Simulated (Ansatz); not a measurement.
Ansatz input

```yaml
crystal:
  lattice:
    - [14.0, 0.0, 0.0]
    - [0.0, 14.4, 0.0]
    - [0.0, 0.0, 14.8]
  atoms:
    - { symbol: Yb, position: [0.5, 0.5, 0.5], spin: 2.0 }
  symmetry: { detect: false, time_reversal: true }
hamiltonian:
  xc: pbe
  pseudopotentials:
    kind: paw
    azcp:
      Yb: "pseudopotentials/Yb.paw.azcp"
basis:
  ecutwfc: 420
  fft_grid_basis: typed
kpoints:
  mp_grid: { grid: [1, 1, 1], shift: [0, 0, 0] }
magnetization:
  spin_polarized: true
scf:
  occupations: { method: fermi_dirac, width: 0.01 }
```

Output

```
Warning: where an SCF of this run starts from atoms to list the orders of its open shells, Yb (site 0, from 0) starts with 0.44 μB on its 4f shell and 0.44 μB on its 5d shell, in the place of the 2.00 μB that the deck gives it: its open shells can hold no more by Hund's first rule. To start from spheres of the given moment, type scf.initial_density.shell_occupations: []
Engine: ansatz 0.2.0, x86_64-unknown-linux-gnu
Pseudopotentials: kind: paw
Pseudopotential: Yb, paw, valence charge 24, recommended cutoff 420 eV (normal) 
Functional definition: PBE
  parameter kappa = 0.804
  parameter beta = 0.06672455060314922
  exchange = pbe_x(kappa = kappa, mu = beta*pi^2/3)
  correlation = pbe_c(beta = beta)
Crystal: 1 atoms, lattice volume = 2983.680 Å³
Basis set: ecut = 420 eV, 58327 PW (Γ)
Bands: 17, of which v1, the nominal top of the filled ones, is band 12 counted from 1 (11 counted from 0)
Symmetry: 1 space group operations
k-points: 1
Non-local potential: Yb, projectors of the file, l = 0: 3, l = 1: 2, l = 2: 2, l = 3: 3
PAW form: soft (Blöchl's): semilocal exchange-correlation on the pseudo side does not see the compensation charge
PAW one-centre angular grid: Yb, 590 points (default); XC on 64 Gauss nodes
Initial density: superposition of atomic densities (neutral atoms: chi_scale 0, normalization atom)
Starting moments: Σ|m| = 2 μB on 1 of 1 site
Initial wavefunctions: pseudopotential atomic-orbital guess
Functional: x = pbe(κ = 0.804, μ = 0.2195149727645171), c = pbe(β = 0.06672455060314922)
iter 1 solved again at ethr=1.80e-3 eV; its pass at ethr=3.10e-3 eV (dr2=4.32e-1 eV) is discarded
SCF iter   1: F=—  HF=-13791.861398 eV  |F-HF|=—  |Δ(HF+E_count)|=         —  Δρ=4.60e-3 (↑8.41e-4 ↓4.60e-3)  dr2=4.30e-1  dr2_m=1.66e-1  M=0.351 μB ∫|m|=0.351 μB  β_m=0.30  ethr=1.80e-3  ⟨swp⟩=1.0  Hψ=437  notcnv=0
Mixer restart at iter 1: flushing history
automatic band count: the SCF goes on with 21 bands, as 17 were too few: the levels above may hold too much charge
spin=Collinear: Resta preconditioning applied to the charge; magnetization (m = ρ↑ − ρ↓) channel mixes plain (no charge-response kernel on spin).
SCF iter   2: F=—  HF=-13792.384025 eV  |F-HF|=—  |Δ(HF+E_count)|=   5.23e-1  Δρ=2.51e-3 (↑1.36e-3 ↓2.51e-3)  dr2=3.26e-2  dr2_m=9.89e-2  M=0.324 μB ∫|m|=0.324 μB  β_m=0.39  ethr=1.79e-3  ⟨swp⟩=3.0  Hψ=81  notcnv=0
SCF iter   3: F=—  HF=-13792.587010 eV  |F-HF|=—  |Δ(HF+E_count)|=   2.03e-1  Δρ=3.12e-3 (↑7.43e-4 ↓3.12e-3)  dr2=1.64e-1  dr2_m=9.70e-2  M=0.150 μB ∫|m|=0.150 μB  β_m=0.08  ethr=1.36e-4  ⟨swp⟩=3.0  Hψ=98  notcnv=0  defer=1
SCF iter   4: F=—  HF=-13793.111001 eV  |F-HF|=—  |Δ(HF+E_count)|=   5.24e-1  Δρ=1.64e-3 (↑9.37e-4 ↓1.64e-3)  dr2=4.58e-2  dr2_m=4.40e-2  M=0.000 μB ∫|m|=0.014 μB  β_m=0.18  ethr=1.36e-4  ⟨swp⟩=5.0  Hψ=122  notcnv=0  defer=1
...
SCF iter  21: F=-13793.310493 eV  HF=-13793.310493 eV  |F-HF|=1.67e-9  |Δ(HF+E_count)|=   9.02e-8  Δρ=2.74e-7 (↑2.74e-7 ↓2.67e-7)  dr2=9.20e-9  dr2_m=8.49e-11  M=0.000 μB ∫|m|=0.000 μB  β_m=0.69  ethr=5.84e-11  ⟨swp⟩=1.0  Hψ=122  notcnv=0
iter 22 did not close the SCF: its close was put off for a magnetic moment that had not settled (scf_convergence_deferred on its scf_iter line)
SCF iter  22: F=-13793.310493 eV  HF=-13793.310493 eV  |F-HF|=2.39e-9  |Δ(HF+E_count)|=   4.40e-9  Δρ=6.06e-8 (↑5.64e-8 ↓6.06e-8)  dr2=4.25e-10  dr2_m=5.10e-11  M=0.000 μB ∫|m|=0.000 μB  β_m=0.85  ethr=3.83e-11  ⟨swp⟩=1.0  Hψ=116  notcnv=0
SCF iter  23: F=-13793.310493 eV  HF=-13793.310493 eV  |F-HF|=4.33e-10  |Δ(HF+E_count)|=   2.11e-9  Δρ=3.45e-8 (↑2.63e-8 ↓3.45e-8)  dr2=1.57e-10  dr2_m=4.81e-12  M=0.000 μB ∫|m|=0.000 μB  ethr=1.77e-12  ⟨swp⟩=1.0  Hψ=114  notcnv=0
SCF 1 converged in 23 iterations: F = -13793.310493 eV  dr2 = 1.57e-10
iteration 23: the least curvature of the free energy that was read at this close is 0.515 (0.599 in the run's own bands): not negative
WARN: the starting moments were not kept: the SCF closed with an absolute magnetisation of 3.7e-6 μB, where they sum to 2 μB in size (1 site). That is at most 0.1 of that sum. Measured as dr2_m measures the in/out step, that magnetisation stands 1.0e-12 eV from none, at or under the dr2_threshold of 1.0e-7 eV: it is no larger than a step whose dr2_m would equal this threshold. The system may hold no moment; this SCF shows only that its start led to no more than that. To try another start: raise the starting moments (crystal.atoms[].spin, magnetization.per_species, magnetization.initial_magnetization, or on a non-collinear deck that types none of these the spinor_matrix: blocks that start its atoms; where the total moment is fixed, keep their sum and leave initial_magnetization as it is; typed ones take the place of any that the run laid by itself, positive ones on a crystal's lanthanoids without a Hubbard term where scf.initial_density.shell_occupations: [] is typed) or, if the notice of its spin-set hold's release reads "site moments contracting" or "site moments show no strong build", lengthen the hold (scf.mixing.spin_hold: { on: { confirm: 4 } }; for m-r²SCAN on two components see the key's manual first). Each may lead to a state that holds a moment. A second SCF, from the converged charge density, with the starting moments and any scf.initial_density.shell_occupations laid on it anew, would have followed, and was not run: the deck does not ask for one (magnetization.retry_lost_moments is false, the default). To let it run, set magnetization.retry_lost_moments: true and run the deck again, where that key's refused combinations let it; where memory then withholds it, that run's warning says so.
SCF converged after 23 iterations
Magnetization: 0.0000 μB (12.0000 up, 12.0000 down)
Absolute magnetization: 0.0000 μB (∫|ρ↑−ρ↓|, with the PAW one-centre terms)
Spin contamination: 0.0000 ħ² per cell (⟨S²⟩ above its minimum at these occupations)
Per-site moments (μB) at R_I (Å): [(-3.003952829411533e-9, 5.775)]
Free energy (F): -13793.310493 eV
Harris-Foulkes:  -13793.310493 eV  (|F-HF|=4.33e-10)
Internal energy: -13793.310493 eV  (E = F + TS)
E sigma→0 (E₀):  -13793.310493 eV
Fermi energy:    -1.879913 eV
--- Per-component energies (eV) ---
  E_band       = -320.089438
  E_kinetic    = 341.941983
  E_local      = -11600.189414  (includes V_loc(G=0)·N_el)
  E_nonlocal   = 572.998116
  E_hartree    = 5231.604999
  E_xc         = -156.267204
  E_vxc        = -193.960220  (∫ρ·V_xc dr)
  E_paw        = -7366.708277  (= ΣΔE_a)
  E_vpaw       = 95.911507  (= ΣTr[D̂ρ^β])
  E_aug_tail   = 0.000003  (compensation charges beyond the density's cutoff)
  E_ewald      = -816.690699
  E_smearing   = -0.000000  (= −TS)
  E_closure    = -0.000000  (closes the sum)
  Σ components = -13793.310493   (vs F -13793.310493, Δ=0.00e0)
--- Band table (eV) ---
  k-point 0 ↑: bands = ["-54.6766", "-27.2089", "-27.2089", "-27.2089", "-3.7282", "-2.8590", "-2.8590", "-2.8590", "-2.8590", "-2.8590", "-2.8590", "-2.8590", "-0.9117", "-0.9092", "-0.9061", "-0.4889", "-0.4871", "-0.4773", "-0.4768", "-0.4765", "-0.0852"]
  k-point 0 ↓: bands = ["-54.6766", "-27.2089", "-27.2089", "-27.2089", "-3.7282", "-2.8590", "-2.8590", "-2.8590", "-2.8590", "-2.8590", "-2.8590", "-2.8590", "-0.9117", "-0.9092", "-0.9061", "-0.4889", "-0.4871", "-0.4773", "-0.4768", "-0.4765", "-0.0852"]
```

Command:

```sh
ansatz run input.yaml --threads 4 --pin off --max-ram 10240MiB --backend cpu --events-out ev --progress --plain --runs-dir out
```

On 4 threads of Intel(R) Xeon(R) Platinum 8259CL CPU @ 2.50GHz (Skylake/Cascade Lake) (shared host) this took about 84 s of wall time and 180 s of CPU time.
